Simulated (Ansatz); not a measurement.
BaCuTeF:
```yaml
crystal:
  lattice:
    - [4.42003, 0.00000, 0.00000]
    - [0.00000, 4.42003, 0.00000]
    - [0.00000, 0.00000, 9.42706]
  atoms:
    - { symbol: Ba, position: [0.00000, 0.50000, 0.65668] }
    - { symbol: Ba, position: [0.50000, 0.00000, 0.34332] }
    - { symbol: Cu, position: [0.00000, 0.00000, 0.00000] }
    - { symbol: Cu, position: [0.50000, 0.50000, 0.00000] }
    - { symbol: Te, position: [0.50000, 0.00000, 0.84024] }
    - { symbol: Te, position: [0.00000, 0.50000, 0.15976] }
    - { symbol: F, position: [0.50000, 0.50000, 0.50000] }
    - { symbol: F, position: [0.00000, 0.00000, 0.50000] }
```

x, y and z are the axes in which the lattice vectors are written.

**Question.** Give the high-frequency dielectric tensor and the Born effective charge tensors of the independent atoms from DFPT, the program Ansatz at the r²SCAN level (PAW).

**Answer.** 
ε∞:
```
6.89  0.00  0.00
0.00  6.89  0.00
0.00  0.00  4.63
```
Z* of atom 1 (Ba), rows: field, columns: displacement, in e:
```
2.78  0.00  0.00
0.00  2.78  0.00
0.00  0.00  3.52
```
Z* of atom 3 (Cu), rows: field, columns: displacement, in e:
```
1.13  0.00  0.00
0.00  1.13  0.00
0.00  0.00  0.31
```
Z* of atom 5 (Te), rows: field, columns: displacement, in e:
```
-2.41   0.00   0.00
 0.00  -2.41   0.00
 0.00   0.00  -1.32
```
Z* of atom 7 (F), rows: field, columns: displacement, in e:
```
-1.51   0.00   0.00
 0.00  -1.51   0.00
 0.00   0.00  -2.51
```

Static charges for comparison (Bader): Ba1 +1.56, Cu3 +0.22, Te5 -0.92, F7 -0.86 e. Born charges measure polarisation by displacement and can exceed these by far.

Space group P4/nmm. The workflow started from a Materials Project entry (that database holds measured and hypothetical structures alike); the Crystallography Open Database copy checked does not list it. Whether it is the stable phase at ambient conditions was not checked. The r²SCAN relaxation kept the symmetry of its start; phonons show weakly imaginary modes. The run is not spin-polarised. No Hubbard U is applied. Spin–orbit coupling is left out wherever it is not named.

Potentials: the earlier of the program's two PAW sets. The files were generated under PBE; for other functionals the program regenerates the frozen cores, and for LDA and PBEsol the local potential too.
